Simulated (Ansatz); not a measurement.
Fields on a plane of SnTe (rock salt)

```yaml
crystal:
  lattice:
    - [0.00000, 3.20458, 3.20458]
    - [3.20458, 0.00000, 3.20458]
    - [3.20458, 3.20458, 0.00000]
  atoms:
    - { symbol: Te, position: [0.00000, 0.00000, 0.00000] }
    - { symbol: Sn, position: [0.50000, 0.50000, 0.50000] }
```

The slice is a {110} plane (indices of the conventional cell) through the point (0.000, 0.000, 0.000) (fractional), spanned by u = [100] and v = [1 -1 -1] in vectors of this cell: u (4.53 Å) and v (6.41 Å, at 90° to u). It covers one period; positions are fractions (u, v).

Atoms on it: Te at (0.00, 0.00); Sn at (0.00, 0.50).

These are PBE (plane waves to 420 eV, PAW, scalar-relativistic; Ansatz, a quantum-chemistry and plane-wave program) values and carry that method's errors. k mesh 13×13×13. These are valence fields of a PAW run, semicore shells included where kept as valence: close to a nucleus they are smooth pseudo fields. SnTe was relaxed with its symmetry unable to fall. Spin-orbit coupling is left out, though Te is heavy.

```
|xxxx3377889966220000226699887733xx|
|2233667799995522000022559999776633|
|6677779999884411000011448899997777|
|8899999988552200000000225588999999|
|9999997755221100000000112255779999|
|7766554422110000000000001122445566|
|5555443322110000000000001122334455|
|4444444433110000000000001133444444|
|4455554444331100000000113344445555|
|1122445544442200000000224444554422|
|xxxx2255554422110000112244555522xx|
|xxxx1144554422110000112244554411xx|
|xxxx2255554422110000112244555522xx|
|1122445544442200000000224444554422|
|4455554444331100000000113344445555|
|4444444433110000000000001133444444|
|5555443322110000000000001122334455|
|7766554422110000000000001122445566|
|9999997755221100000000112255779999|
|8899999988552200000000225588999999|
|6677779999884411000011448899997777|
|2233667799995522000022559999776633|
|xxxx3377889966220000226699887733xx|
|xxxx1166889977220000227799886611xx|
```
Scale: ten equal steps from 0.02 (start of '0') to 0.65 (end of '9'), in the order '0123456789'. Values: electron localisation function (ELF). The map has 17 points along u (two characters each, u = 0 at the left) and 24 along v (v = 0 in the bottom row). Points within 0.5 Å of a nucleus are blanked (x), as the pseudised field means little there.

```
|@@#+=-:....:-=+#@|
|%#*+=-:....:-=+*#|
|*++=-::.  .::-=++|
|===--:.    .:--==|
|=---:..    ..:---|
|---::.      .::--|
|---::.      .::--|
|==--:..    ..:--=|
|*++=-:..  ..:-=++|
|%#*+-:......:-+*#|
|@%#+=-:....:-=+#%|
|@@%*=-:....:-=*%@|
|@%#+=-:....:-=+#%|
|%#*+-:......:-+*#|
|*++=-:..  ..:-=++|
|==--:..    ..:--=|
|---::.      .::--|
|---::.      .::--|
|=---:..    ..:---|
|===--:.    .:--==|
|*++=-::.  .::-=++|
|%#*+=-:....:-=+*#|
|@@#+=-:....:-=+#@|
|@@%*=-:....:-=*%@|
```
Scale: ten equal steps from -1.74 (start of ' ') to 1.24 (end of '@'), in the order ' .:-=+*#%@'. Values: log₁₀ of the valence density in e/Å³. The map has 17 points along u (one character each, u = 0 at the left) and 24 along v (v = 0 in the bottom row). The scale is logarithmic, as a density can span decades between atoms and voids.

* **Density on the Te–Sn line (3.20 Å) at its density minimum, 1.7 Å from Te**: 0.20 e/Å³
* **ELF at that point**: 0.4
* **ELF maximum in the middle third of the Te–Sn line**: 0.65, 1.3 Å from Te
